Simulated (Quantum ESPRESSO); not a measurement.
PdMgZr2Al3Hf, input and log of a self-consistent run

Computed values, not a measurement. The program is pw.x of Quantum ESPRESSO 7.5 (plane-wave density functional theory). The cell is made up: eight metal atoms on a hexagonal close-packed lattice, with elements, volume, strain and displacements drawn at random and not relaxed, so it may be unstable or far from any real phase. PseudoDojo standard norm-conserving files set the functional (PBE unless stated); there is no spin polarisation or spin-orbit coupling, the Fermi-Dirac width of 0.25 eV means electrons at about 2900 K, and the masses in the input are unused placeholders. Heavy elements are run without spin-orbit coupling, which real alloys of them have. A spin test at this wide smearing found no moment, but such smearing suppresses magnetism that the real alloy may have.

Input:

```
&control calculation='scf', pseudo_dir='./dojo.nc.sr.pbe.v0_5.standard.upf', outdir='./o', disk_io='minimal', tprnfor=.true., tstress=.true. /
&system ibrav=0, nat=8, ntyp=5, nbnd=50, ecutwfc=84.00895049, nosym=.true., tot_charge=0,
 occupations='smearing', smearing='fd', degauss=0.0183746611
/
&electrons conv_thr=1.470e-08, electron_maxstep=70, mixing_beta=0.5 /
ATOMIC_SPECIES
Al 1.0 Al.upf
Hf 1.0 Hf.upf
Mg 1.0 Mg.upf
Pd 1.0 Pd.upf
Zr 1.0 Zr.upf
CELL_PARAMETERS angstrom
-3.0621 0.0494 -0.0013
-0.0021 -0.0039 -4.9591
0.1713 -10.602 -0.0083
ATOMIC_POSITIONS angstrom
Pd -0.1134 -0.0038 0.103
Mg 0.1623 -5.5934 -0.0531
Zr -0.0007 -3.6382 -2.493
Al 0.1437 -8.8152 -2.4668
Hf -1.5426 -2.6578 -0.1929
Zr -1.4332 -7.9983 0.1877
Al -1.6398 -0.8315 -2.2668
Al -1.5629 -6.1437 -2.3463
K_POINTS automatic
8 5 2 1 1 1
```

The log is shortened where brackets say so; the opening notice, blank lines, dates and the lines on written files are dropped, and the path of the files is cut. It prints rydbergs, bohrs and kilobars, and counts compression as positive stress. Its total energy is the free energy E - TS of the whole cell.

```
     Program PWSCF v.7.5
     Parallel version (MPI & OpenMP), running on       4 processor cores
     Number of MPI processes:                 4
     Threads/MPI process:                     1
     [start-up lines left out]
     bravais-lattice index     =            0
     lattice parameter (alat)  =       5.7873  a.u.
     unit-cell volume          =    1086.1582 (a.u.)^3
     number of atoms/cell      =            8
     number of atomic types    =            5
     number of electrons       =        73.00
     number of Kohn-Sham states=           50
     kinetic-energy cutoff     =      84.0090  Ry
     charge density cutoff     =     336.0358  Ry
     scf convergence threshold =      1.5E-08
     mixing beta               =       0.5000
     number of iterations used =            8  plain     mixing
     Exchange-correlation= PBE
                           (   1   4   3   4   0   0   0)
     [axes and pseudopotential details left out]
   Cartesian axes
     site n.     atom                  positions (alat units)
         1        Pd     tau(   1) = (  -0.0370286  -0.0012408   0.0336327  )
         2        Mg     tau(   2) = (   0.0529959  -1.8264171  -0.0173388  )
         3        Zr     tau(   3) = (  -0.0002286  -1.1879842  -0.8140412  )
         4        Al     tau(   4) = (   0.0469225  -2.8784338  -0.8054860  )
         5        Hf     tau(   5) = (  -0.5037063  -0.8678534  -0.0629878  )
         6        Zr     tau(   6) = (  -0.4679839  -2.6116909   0.0612898  )
         7        Al     tau(   7) = (  -0.5354451  -0.2715103  -0.7401799  )
         8        Al     tau(   8) = (  -0.5103349  -2.0061070  -0.7661391  )
     number of k points=    40  Fermi-Dirac smearing, width (Ry)=  0.0184
                       cart. coord. in units 2pi/alat
        k(    1) = (  -0.0636628  -0.0731955  -0.0616706), wk =   0.0500000
        k(    2) = (  -0.0613321   0.0712725  -0.0617852), wk =   0.0500000
     [further k points left out]
     Dense  grid:   112959 G-vectors     FFT dimensions: (  36,  60, 120)
     Estimated max dynamical RAM per process >     290.30 MB
     Estimated total dynamical RAM >       1.05 GB
     Initial potential from superposition of free atoms
     starting charge      72.9851, renormalised to      73.0000
     Starting wfcs are   56 randomized atomic wfcs
     total cpu time spent up to now is        4.1 secs
     per-process dynamical memory:   215.2 Mb
     Self-consistent Calculation
     iteration #  1     ecut=    84.01 Ry     beta= 0.50
     Davidson diagonalization with overlap
     ethr =  1.00E-02,  avg # of iterations =  3.5
     total cpu time spent up to now is       12.2 secs
     total energy              =    -702.18257884 Ry
     estimated scf accuracy    <      24.46265560 Ry
     iteration #  2     ecut=    84.01 Ry     beta= 0.50
     Davidson diagonalization with overlap
     ethr =  1.00E-02,  avg # of iterations =  5.8
     total cpu time spent up to now is       23.1 secs
     total energy              =    -708.82610256 Ry
     estimated scf accuracy    <     206.55211098 Ry
     iteration #  3     ecut=    84.01 Ry     beta= 0.50
     Davidson diagonalization with overlap
     ethr =  1.00E-02,  avg # of iterations =  5.2
     total cpu time spent up to now is       33.6 secs
     total energy              =    -719.13991896 Ry
     estimated scf accuracy    <      13.14944362 Ry
     iteration #  4     ecut=    84.01 Ry     beta= 0.50
     Davidson diagonalization with overlap
     ethr =  1.00E-02,  avg # of iterations =  2.2
     total cpu time spent up to now is       39.9 secs
     total energy              =    -719.10607384 Ry
     estimated scf accuracy    <      21.41349646 Ry
     iteration #  5     ecut=    84.01 Ry     beta= 0.50
     Davidson diagonalization with overlap
     ethr =  1.00E-02,  avg # of iterations =  1.0
     total cpu time spent up to now is       45.7 secs
     total energy              =    -719.33406648 Ry
     estimated scf accuracy    <       6.75320428 Ry
     [iterations 6 to 13 left out]
     iteration # 14     ecut=    84.01 Ry     beta= 0.50
     Davidson diagonalization with overlap
     ethr =  3.85E-08,  avg # of iterations =  4.3
     total cpu time spent up to now is      111.9 secs
     total energy              =    -719.06647275 Ry
     estimated scf accuracy    <       0.00006108 Ry
     iteration # 15     ecut=    84.01 Ry     beta= 0.50
     Davidson diagonalization with overlap
     ethr =  3.85E-08,  avg # of iterations =  2.0
     total cpu time spent up to now is      118.9 secs
     total energy              =    -719.06647678 Ry
     estimated scf accuracy    <       0.00003047 Ry
     iteration # 16     ecut=    84.01 Ry     beta= 0.50
     Davidson diagonalization with overlap
     ethr =  3.85E-08,  avg # of iterations =  1.7
     total cpu time spent up to now is      126.0 secs
     total energy              =    -719.06647997 Ry
     estimated scf accuracy    <       0.00000143 Ry
     iteration # 17     ecut=    84.01 Ry     beta= 0.50
     Davidson diagonalization with overlap
     ethr =  1.96E-09,  avg # of iterations =  2.0
     total cpu time spent up to now is      132.8 secs
     total energy              =    -719.06648018 Ry
     estimated scf accuracy    <       0.00000003 Ry
     iteration # 18     ecut=    84.01 Ry     beta= 0.50
     Davidson diagonalization with overlap
     ethr =  3.60E-11,  avg # of iterations =  4.9
     total cpu time spent up to now is      142.5 secs
     End of self-consistent calculation
     [lines on levels left out]
!    total energy              =    -719.06648019 Ry
     estimated scf accuracy    <          4.3E-09 Ry
     smearing contrib. (-TS)   =      -0.10260770 Ry
     internal energy E=F+TS    =    -718.96387248 Ry
     The total energy is F=E-TS. E is the sum of the following terms:
     one-electron contribution =    -377.05996225 Ry
     hartree contribution      =     208.91034565 Ry
     xc contribution           =    -133.13872001 Ry
     ewald contribution        =    -417.67553588 Ry
     convergence has been achieved in  18 iterations
     Forces acting on atoms (cartesian axes, Ry/au):
     atom    1 type  4   force =     0.00261413   -0.01089962   -0.00113718
     atom    2 type  3   force =    -0.01025742    0.05009001    0.01915980
     atom    3 type  5   force =    -0.01035846    0.03298014   -0.02792224
     atom    4 type  1   force =    -0.00702583   -0.00925215    0.02913878
     atom    5 type  2   force =     0.00933011    0.01180957    0.05281343
     atom    6 type  5   force =     0.01077473   -0.06575658   -0.02713934
     atom    7 type  1   force =    -0.00006568    0.02363649   -0.03126436
     atom    8 type  1   force =     0.00498841   -0.03260786   -0.01364889
     Total force =     0.130652     Total SCF correction =     0.000323
     Computing stress (Cartesian axis) and pressure
          total   stress  (Ry/bohr**3)                   (kbar)     P=      -17.56
  -0.00001667  -0.00000795  -0.00002484           -2.45       -1.17       -3.65
  -0.00000795  -0.00007453  -0.00011908           -1.17      -10.96      -17.52
  -0.00002484  -0.00011908  -0.00026681           -3.65      -17.52      -39.25
     init_run     :      3.89s CPU      4.05s WALL (       1 calls)
     electrons    :    137.56s CPU    138.38s WALL (       1 calls)
     forces       :      1.48s CPU      1.51s WALL (       1 calls)
     stress       :      4.86s CPU      4.86s WALL (       1 calls)
     [timing details left out]
     PWSCF        :   2m27.87s CPU   2m28.96s WALL
     JOB DONE.
```

In other units: free energy -9783.398 eV for the cell, pressure -1.76 GPa, largest force component 1.691 eV/Å in size. The run took 151 s of wall time with four MPI processes on a shared machine (Intel Xeon, 2023 or later, virtual cores), so the time is rough. A rerun of this cell at a higher cutoff and on a denser mesh moved values by no more than 0.008 eV in energy, 0.11 GPa in stress and 0.010 eV/Å in force, and a second program with other atomic files agreed on that cell to 2 % rms in force and 0.5 GPa in pressure.